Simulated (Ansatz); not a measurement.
**Fixed-spin-moment curve of AlFe (Pm-3m)**

The source of the geometry is a structure as deposited in COD; atoms and cell stay fixed.

Settings: PBE, 11×11×11 k mesh, Fermi–Dirac smearing of 0.1 eV. PAW means Ansatz 0.2.0 on its default frozen-core files; LAPW is all-electron LAPW in Ansatz 0.2.0. Site moments are integrated in spheres about the atoms, whose radii differ between the methods.

The first input and its command:

```yaml
crystal:
  lattice:
    - [2.91, 0.0, 0.0]
    - [0.0, 2.91, 0.0]
    - [0.0, 0.0, 2.91]
  atoms:
    - { symbol: Al, position: [0.0, 0.0, 0.0] }
    - { symbol: Fe, position: [0.5, 0.5, 0.5], spin: 3.0 }
magnetization:
  spin_polarized: true
kpoints:
  mp_grid: { grid: [11, 11, 11] }
scf:
  occupations: { method: fermi_dirac, width: 0.1 }
  lower_state_search: "off"
hamiltonian:
  xc: pbe
  pseudopotentials: { kind: paw }
output:
  forces: true
  stress: true
  eigenvalues: true
  populations: true
  dos: { projected: true, de: 0.1, e_range: [-8, 5] }
  write_density: true
  write_potential: true
  elf: true
  volumetric_format: npy
```

Command: `ansatz run input.yaml --threads 1 --pin off --max-ram 3072MiB --backend cpu --events-out ev --progress --plain --runs-dir out`

The input for «total moment held at 0.61 μB» by PAW differs from it in these lines, output keys apart:

```diff
-    - { symbol: Fe, position: [0.5, 0.5, 0.5], spin: 3.0 }
+    - { symbol: Fe, position: [0.5, 0.5, 0.5], spin: 0.61 }
+  initial_magnetization: 0.61
+  spin_locking: { lock_magnetization: hard }
```

The input for «total moment held at 0.18 μB» by LAPW differs from it in these lines, output keys apart:

```diff
-    - { symbol: Fe, position: [0.5, 0.5, 0.5], spin: 3.0 }
+    - { symbol: Fe, position: [0.5, 0.5, 0.5], spin: 0.18 }
+  initial_magnetization: 0.18
+  spin_locking: { lock_magnetization: hard }
-  pseudopotentials: { kind: paw }
+  pseudopotentials: { kind: all_electron, lapw: { basis_error: 0.001 } }
```

Each run fixes M = N↑ − N↓ with two Fermi levels; the holding field B = (E_F↑ − E_F↓)/2μB is the slope of the free energy against M over μB. Energies count from each method's free run. The held moment starts on the atoms that carry the free run's moments.

The free PAW run: Site moments (μB): Al1 -0.03, Fe2 0.75. Cell moment 0.71 μB.

| M (μB/cell) | ΔF PAW (meV/cell) | ΔF LAPW (meV/cell) | B, PAW (T) | largest site moment, PAW (μB) | pressure, PAW (GPa) |
| --- | --- | --- | --- | --- | --- |
| 0.00 | +31.5 | +32.3 | – | 0.00 | -6.6 |
| 0.18 | +28.4 | +29.1 | -580 | 0.20 | -6.5 |
| 0.36 | +19.8 | – | -1050 | 0.39 | -6.4 |
| 0.50 | +10.5 | +10.8 | -1195 | 0.54 | -6.2 |
| 0.61 | +3.4 | – | -957 | 0.65 | ? |
| 0.78 | ? | – | +859 | 0.82 | -5.4 |
| 0.86 | +7.7 | +7.7 | +1700 | 0.90 | -5.1 |
| 0.96 | +20.2 | +20.3 | +2567 | 1.00 | -4.4 |

Give the missing entry: row "0.61", column "pressure, PAW (GPa)".

-6.0.

Fill in "ΔF PAW (meV/cell)" for the row "0.78".

+1.7.

Against an unpolarised PAW run, spin polarisation gains 15.7 meV per atom; the pressure goes from -6.6 to -5.7 GPa, the usual magnetovolume effect: the magnetic state wants the larger volume.

Fit ΔF = E₀ + a₂M² + a₄M⁴ to the PAW points up to M = 0.96 μB, leaving out M = 0.18. What does the fit give, and how well does it predict the point left out?

E₀ = +32.3 meV, a₂ = -118.46 meV/μB², a₄ = +114.316 meV/μB⁴, with a worst miss of 0.9 meV. At M = 0.18 it gives +28.5 meV against the computed +28.4. Since a₂ < 0 the minimum lies at M₀ = √(−a₂/2a₄) = 0.72 μB, against 0.71 μB from the free run.

Separate runs put a uniform field on the spins (g = 2):

```csv
field (T),M PAW (μB/cell),M LAPW (μB/cell)
200,0.728,0.728
1000,0.793,0.792
3000,1.077,1.079
```

The rows needn't lie on one branch: at M = 0 the run is unmagnetised, so slopes across such rows needn't follow B.

The Ansatz runs typed with the search for lower states off end where their start leads. None of this fixes the real material's magnetic order: only patterns that fit the cell were computed, at zero temperature, with a functional that can overstate moments.
